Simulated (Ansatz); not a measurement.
Relaxation of a relaxed P2Pd cell, doubled along one cell vector, shaken by Gaussian noise of σ = 0.08 Å a coordinate; 12 atoms in the cell, which starts as P1 (No. 1), aP12; a = 4.525 Å, b = 5.814 Å, c = 8.598 Å, α = 100.64°, β = 96.04°, γ = 111.92°. The numbers are results of r2SCAN (plane waves to 500 eV, PAW, scalar-relativistic; Ansatz, a program for electronic structure), not measurements. Γ-centred k-mesh 3×6×5 on the run's cell (coarser than for final values), Fermi–Dirac smearing 0.05 eV. This is the first round of the run. 

The optimiser's lines from the output (shortened; P is positive under compression):

```
relax step   1: F+E_penalty+E_count = -34020.94936052 eV  Δ(F+E_penalty+E_count) = +0.000e0 eV  max|allowed force component| = 3.598e0 eV/Å  Δτ_max = 0.0000 Å  P = +1.214 GPa  Ω = 202.478 Å³  (9 SCF iters, dr2 threshold 1.00e-7 eV, accepted)
relax step   2: F+E_penalty+E_count = -34022.11201138 eV  Δ(F+E_penalty+E_count) = -1.163e0 eV  max|allowed force component| = 8.207e-1 eV/Å  Δτ_max = 0.1924 Å  P = -1.084 GPa  Ω = 204.906 Å³  (9 SCF iters, dr2 threshold 1.20e-6 eV, accepted)
relax step   3: F+E_penalty+E_count = -34022.27698960 eV  Δ(F+E_penalty+E_count) = -1.650e-1 eV  max|allowed force component| = 4.798e-2 eV/Å  Δτ_max = 0.0983 Å  P = +0.168 GPa  Ω = 202.373 Å³  (8 SCF iters, dr2 threshold 1.20e-6 eV, accepted)
relax step   4: F+E_penalty+E_count = -34022.27892016 eV  Δ(F+E_penalty+E_count) = -1.931e-3 eV  max|allowed force component| = 2.352e-2 eV/Å  Δτ_max = 0.0078 Å  P = +0.012 GPa  Ω = 202.460 Å³  (6 SCF iters, dr2 threshold 1.20e-6 eV, accepted)
relax step   5: F+E_penalty+E_count = -34022.27980152 eV  Δ(F+E_penalty+E_count) = -8.814e-4 eV  max|allowed force component| = 1.762e-3 eV/Å  Δτ_max = 0.0033 Å  P = -0.008 GPa  Ω = 202.482 Å³  (5 SCF iters, dr2 threshold 3.23e-7 eV, accepted)
relax step   6: F+E_penalty+E_count = -34022.27981024 eV  Δ(F+E_penalty+E_count) = -8.720e-6 eV  max|allowed force component| = 1.788e-3 eV/Å  Δτ_max = 0.0000 Å  P = -0.008 GPa  Ω = 202.482 Å³  stress off target by 2.28e-2 GPa  SCF on the basis re-selected at this cell (its energy is not comparable with the rows above)  (6 SCF iters)
relax step   7: F+E_penalty+E_count = -34022.27982149 eV  Δ(F+E_penalty+E_count) = -1.126e-5 eV  max|allowed force component| = 3.306e-4 eV/Å  Δτ_max = 0.0002 Å  P = +0.001 GPa  Ω = 202.464 Å³  (5 SCF iters, dr2 threshold 1.30e-9 eV, accepted)
relax step   8: F+E_penalty+E_count = -34022.27980947 eV  Δ(F+E_penalty+E_count) = +1.202e-5 eV  max|allowed force component| = 3.286e-4 eV/Å  Δτ_max = 0.0000 Å  P = +0.001 GPa  Ω = 202.464 Å³  stress off target by 1.68e-3 GPa  SCF on the basis re-selected at this cell (its energy is not comparable with the rows above)  (6 SCF iters)
```

From the first to the last row the energy changes by -0.11 eV/atom and the volume by 0.0 %. The last row is marked as not comparable with the walk above it, whose basis was carried along; it does compare with step 1, since both stand on a basis selected at the nominal cutoff for their own cell.

Later rounds, restarted from the end of this one on a renewed k-mesh, logged 2 more steps and released under 0.01 eV/atom more. The final structure after all rounds: C2/c (No. 15), mS12; a = 6.893 Å, b = 5.865 Å, c = 5.886 Å, α = γ = 90.00°, β = 121.69°. No spin polarisation in the result.

The cell that was disturbed is our relaxation of an entry of Materials Project.
